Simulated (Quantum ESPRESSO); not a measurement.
# Band energies of Al$_{3}$BC

```
Al3BC
1.0
    3.48118     0.00000     0.00000
   -1.74059     3.01479     0.00000
    0.00000     0.00000    11.46837
B C Al
2 2 6
Direct
  0.00000   0.00000   0.00000
  0.00000   0.00000   0.50000
  0.33333   0.66667   0.25000
  0.66667   0.33333   0.75000
  0.66667   0.33333   0.92424
  0.33333   0.66667   0.07576
  0.33333   0.66667   0.42424
  0.66667   0.33333   0.57576
  0.00000   0.00000   0.75000
  0.00000   0.00000   0.25000
```

LDA (pw.x of Quantum ESPRESSO, ONCV potentials, no spin-orbit coupling); path ΓMKΓALHA,LM,KH; energies in eV from the valence-band maximum.

```
k (1/Å)  point  band 12  band 13  band 14  band 15  band 16  band 17  band 18  band 19
-------  -----  -------  -------  -------  -------  -------  -------  -------  -------
0.00         Γ    -0.61    -0.13    -0.13     0.00     0.00     1.67     3.42     3.89
0.42              -2.61    -2.01    -1.09    -0.93    -0.67     2.13     2.85     3.28
1.04         M    -3.24    -2.36    -2.15    -1.49    -1.28     0.45     0.80     1.54
1.64         K    -4.64    -3.96    -3.96    -3.16    -0.55     1.80     1.80     2.14
2.16              -3.44    -2.89    -2.54    -1.85    -1.45     1.94     2.87     3.05
2.68              -0.72    -0.70    -0.47    -0.36    -0.18     2.03     3.64     3.79
2.85         Γ    -0.61    -0.13    -0.13     0.00     0.00     1.67     3.42     3.89
2.85         A    -2.04    -0.07    -0.07    -0.07    -0.07     2.56     2.56     4.05
3.02              -1.85    -0.62    -0.62    -0.26    -0.26     2.80     2.80     3.74
3.54              -3.18    -1.75    -1.75    -1.50    -1.50     1.47     1.47     2.33
3.89         L    -3.43    -2.36    -2.36    -1.80    -1.80     0.92     0.92     2.18
4.09              -4.11    -2.71    -2.71    -2.08    -2.08     1.69     1.69     2.30
4.49         H    -5.32    -3.52    -3.52    -1.90    -1.90     1.15     1.15     3.71
4.62              -5.07    -3.58    -3.58    -1.87    -1.87     1.31     1.31     3.50
5.03              -3.41    -2.79    -2.79    -1.42    -1.42     2.64     2.64     3.15
5.43              -1.81    -1.09    -1.09    -0.60    -0.60     3.00     3.00     3.64
5.69         A    -2.04    -0.07    -0.07    -0.07    -0.07     2.56     2.56     4.05
5.69         L    -3.43    -2.36    -2.36    -1.80    -1.80     0.92     0.92     2.18
5.97         M    -3.24    -2.36    -2.15    -1.49    -1.28     0.45     0.80     1.54
5.97         K    -4.64    -3.96    -3.96    -3.16    -0.55     1.80     1.80     2.14
6.24         H    -5.32    -3.52    -3.52    -1.90    -1.90     1.15     1.15     3.71
```

The LDA gap is indirect, 0.45 eV, from Γ to M; the smallest direct gap is 1.67 eV.

Geometry of the Materials Project entry, not relaxed at this level.

The structure is a Materials Project entry; no match was found in the copy of COD used, and its stability was not checked.
